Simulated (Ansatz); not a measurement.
NiGe:
```yaml
crystal:
  lattice:
    - [2.97694, 0.00000, 0.00000]
    - [0.00000, 2.97694, 0.00000]
    - [0.00000, 0.00000, 2.97694]
  atoms:
    - { symbol: Ni, position: [0.00000, 0.00000, 0.00000] }
    - { symbol: Ge, position: [0.50000, 0.50000, 0.50000] }
```

Relaxed with PBE. Special points in fractions of this cell's reciprocal vectors: Γ (0.000, 0.000, 0.000); X (0.000, 0.500, 0.000); M (0.500, 0.500, 0.000); R (0.500, 0.500, 0.500).

List the band energies nearest the Fermi level at these points for DFT-PBE with spin–orbit coupling in the program Ansatz with PAW potentials.

In eV from the Fermi level; about four levels below and three above (degenerate sets whole), none deeper than 8.9 eV; points with the same levels are listed once.

```tsv
k	below	above
Γ	-1.66 -1.66 -1.66 -1.66 -1.53 -1.53	2.29 2.29 2.62 2.62 2.62 2.62
X	-1.57 -1.57 -0.96 -0.96	6.54 6.54 6.81 6.81
M	-1.16 -1.16 -0.19 -0.19	1.22 1.22 7.16 7.16
R	-1.13 -1.13 -1.13 -1.13	2.10 2.10 2.22 2.22 2.22 2.22
```

Space group Pm-3m (CsCl type). A made-up cell: these elements were put on the sites of a structure type; neither database checked (COD, Materials Project) lists it. COD files the formula under space group No. 62, so this cell is another polymorph or a model. Its standing as an ambient phase is unchecked. Symmetry was held in the PBE relaxation; its stability against distortions is not shown here. The workflow began spin-polarised and lost its moments.

Potentials: the earlier of the program's two PAW sets.
